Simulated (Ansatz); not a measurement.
## Every step of a relaxation of P

DFT, PBEsol, PAW with Ansatz's default frozen-core files, scalar-relativistic (Ansatz 0.2.0); a Γ-centred 11×11×8 k mesh, Fermi–Dirac smearing of 0.05 eV, no spin polarisation. The run relaxes cell and atoms at a target pressure of 0 GPa.

Command: `ansatz run input.yaml --threads 4 --pin off --max-ram 10240MiB --backend cpu --events-out ev --progress --plain --runs-dir out` It took 40 s on 4 threads of Arm Neoverse N1 (shared host), peak memory 0.51 GiB.

```yaml
crystal:
  lattice:
    - [1.655, -5.25, 0.0]
    - [1.655, 5.25, 0.0]
    - [0.0, 0.0, 4.38]
  atoms:
    - { symbol: P, position: [0.098, 0.902, 0.09] }
    - { symbol: P, position: [0.598, 0.402, 0.41] }
    - { symbol: P, position: [0.902, 0.098, 0.91] }
    - { symbol: P, position: [0.402, 0.598, 0.59] }
kpoints:
  mp_grid: { grid: [11, 11, 8] }
scf:
  occupations: { method: fermi_dirac, width: 0.05 }
hamiltonian:
  xc: pbesol
  pseudopotentials: { kind: paw }
output:
  forces: true
  stress: true
  write_density: true
  write_potential: true
  elf: true
  volumetric_format: npy
relax:
  f_tol: 0.003
  max_steps: 80
  cell: {}
```

Each step lists its free energy a cell above the last geometry, the pressure, the cell vectors (Å), and Cartesian positions (Å) with forces (eV/Å).

The first step:

```
step 1  dF = 137.34 meV  P = 3.36 GPa
  cell 1.6550 -5.2500 0.0000  1.6550 5.2500 0.0000  0.0000 0.0000 4.3800
  P 1.6550 4.2210 0.3942   0.0000 -0.5004 -0.8347
  P 1.6550 -1.0290 1.7958   0.0000 -0.5004 0.8347
  P 1.6550 -4.2210 3.9858   0.0000 0.5004 0.8347
  P 1.6550 1.0290 2.5842   0.0000 0.5004 -0.8347
```

The PAW files were made under PBE.

Task: Where does the relaxation end, and by which steps?

Result: After 7 geometries, with conventional a, b, c = 3.316, 10.282, 4.203 Å, at 17.912 Å³/atom (-5.87 % against the start) in space group Cmce, with a shortest distance of 2.227 Å. The further steps:
```
step 2  dF = 49.55 meV  P = 2.86 GPa
  cell 1.6006 -5.1709 0.0000  1.6006 5.1709 0.0000  0.0000 0.0000 4.3668
  P 1.6006 4.1080 0.3411   0.0000 -0.2249 -0.0377
  P 1.6006 -1.0629 1.8423   0.0000 -0.2249 0.0377
  P 1.6006 -4.1080 4.0257   0.0000 0.2249 0.0377
  P 1.6006 1.0629 2.5245   0.0000 0.2249 -0.0377
step 3  dF = 14.71 meV  P = -1.38 GPa
  cell 1.6541 -5.1475 0.0000  1.6541 5.1475 0.0000  0.0000 0.0000 4.3588
  P 1.6541 4.0656 0.3431   0.0000 0.1309 -0.0147
  P 1.6541 -1.0820 1.8363   0.0000 0.1309 0.0147
  P 1.6541 -4.0656 4.0157   0.0000 -0.1309 0.0147
  P 1.6541 1.0820 2.5225   0.0000 -0.1309 -0.0147
step 4  dF = 4.91 meV  P = -0.33 GPa
  cell 1.6480 -5.1619 0.0000  1.6480 5.1619 0.0000  0.0000 0.0000 4.3072
  P 1.6480 4.0830 0.3317   0.0000 0.0288 -0.0323
  P 1.6480 -1.0789 1.8218   0.0000 0.0288 0.0323
  P 1.6480 -4.0830 3.9754   0.0000 -0.0288 0.0323
  P 1.6480 1.0789 2.4853   0.0000 -0.0288 -0.0323
step 5  dF = 0.39 meV  P = 0.00 GPa
  cell 1.6557 -5.1619 0.0000  1.6557 5.1619 0.0000  0.0000 0.0000 4.2149
  P 1.6557 4.0806 0.3091   0.0000 -0.0202 0.0161
  P 1.6557 -1.0813 1.7984   0.0000 -0.0202 -0.0161
  P 1.6557 -4.0806 3.9059   0.0000 0.0202 -0.0161
  P 1.6557 1.0813 2.4165   0.0000 0.0202 0.0161
step 6  dF = 0.13 meV  P = -0.06 GPa
  cell 1.6578 -5.1514 0.0000  1.6578 5.1514 0.0000  0.0000 0.0000 4.2081
  P 1.6578 4.0694 0.3076   0.0000 -0.0100 0.0154
  P 1.6578 -1.0820 1.7965   0.0000 -0.0100 -0.0154
  P 1.6578 -4.0694 3.9005   0.0000 0.0100 -0.0154
  P 1.6578 1.0820 2.4117   0.0000 0.0100 0.0154
step 7  dF = 0.00 meV  P = 0.02 GPa
  cell 1.6579 -5.1410 0.0000  1.6579 5.1410 0.0000  0.0000 0.0000 4.2030
  P 1.6579 4.0584 0.3069   0.0000 -0.0018 0.0010
  P 1.6579 -1.0826 1.7945   0.0000 -0.0018 -0.0010
  P 1.6579 -4.0584 3.8960   0.0000 0.0018 -0.0010
  P 1.6579 1.0826 2.4084   0.0000 0.0018 0.0010
step 8  dF = 0.57 meV  P = 0.00 GPa  (same geometry on a basis chosen anew; earlier energies don't compare to the last digit)
  cell 1.6579 -5.1410 0.0000  1.6579 5.1410 0.0000  0.0000 0.0000 4.2030
  P 1.6579 4.0584 0.3069   0.0000 -0.0019 0.0008
  P 1.6579 -1.0826 1.7945   0.0000 -0.0019 -0.0008
  P 1.6579 -4.0584 3.8960   0.0000 0.0019 -0.0008
  P 1.6579 1.0826 2.4084   0.0000 0.0019 0.0008
```
